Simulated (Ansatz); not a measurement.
Y$_{2}$Pt:
```
Y2Pt
1.0
    7.14603     0.00000     0.00000
    0.00000     4.79727     0.00000
    0.00000     0.00000     8.81150
Y Pt
8 4
Direct
  0.35733   0.75000   0.91738
  0.64267   0.25000   0.08262
  0.14267   0.25000   0.41738
  0.85733   0.75000   0.58262
  0.49187   0.75000   0.33409
  0.50813   0.25000   0.66591
  0.00813   0.25000   0.83409
  0.99187   0.75000   0.16591
  0.75898   0.75000   0.90844
  0.24102   0.25000   0.09156
  0.74102   0.25000   0.40844
  0.25898   0.75000   0.59156
```

Relaxed with r²SCAN. Special points in fractions of this cell's reciprocal vectors: Γ (0.000, 0.000, 0.000); X (0.500, 0.000, 0.000); S (0.500, 0.500, 0.000); Y (0.000, 0.500, 0.000); Z (0.000, 0.000, 0.500); U (0.500, 0.000, 0.500); R (0.500, 0.500, 0.500); T (0.000, 0.500, 0.500).

Q: List the band energies nearest the Fermi level at these points for r²SCAN in the plane-wave PAW code Ansatz.

A: In eV from the Fermi level; about four levels below and three above (degenerate sets whole), none deeper than 8.9 eV; points with the same levels are listed once.

```csv
k,below,above
Γ,-0.45 -0.43 -0.40 -0.33,0.83 0.84 1.40
X,-0.56 -0.56 -0.38 -0.38,0.00 0.00 0.45 0.45
S,-0.13 -0.13 -0.13 -0.13,0.31 0.31 0.31 0.31
Y,-0.39 -0.39 -0.03 -0.03,0.38 0.38 0.79 0.79
Z,-0.78 -0.78 -0.63 -0.63,0.75 0.75 1.08 1.08
U,-0.63 -0.63 -0.23 -0.23,0.26 0.26 0.29 0.29
R,-0.03 -0.03 -0.03 -0.03,0.55 0.55 0.55 0.55
T,-0.58 -0.58 -0.03 -0.03,0.18 0.18 0.38 0.38
```

Space group Pnma. The workflow started from a Materials Project entry (that database holds measured and hypothetical structures alike); the Crystallography Open Database copy checked does not list it. Its standing as an ambient phase is unchecked. The r²SCAN relaxation kept the symmetry of its start; whether a distortion lowers the energy is not shown. No spin polarisation was allowed. Spin–orbit coupling is left out wherever it is not named.

Potentials: the later of the program's two PAW sets.
